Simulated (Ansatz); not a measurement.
Crystals of one structure type (zinc blende) and one family of elements, relaxed and computed with the program Ansatz at the r²SCAN level (PAW).

| crystal | V (Å³/atom) | K_Hill (GPa) |
|---|---|---|
| BP | 11.67 | ? |
| BAs | 13.69 | 141 |
| GaP | 20.25 | 87.8 |
| GaAs | 22.74 | 72.4 |
| InP | 25.76 | 68.4 |
| InAs | 28.49 | 57.8 |
| GaSb | 28.81 | 53.6 |

Q: Fit a straight line to ln K against ln V and predict the withheld value.

A: Least squares on the 6 shown rows: ln K = -1.24 × ln V + (8.195), with a scatter of 4 %. For BP this gives 172. The run itself gave 169, within the scatter.

All cells were relaxed under the symmetry of their starts (and spin orders); stability against distortions was not tested throughout. Spin–orbit coupling is left out wherever it is not named.

Potentials: the later of the program's two PAW sets.
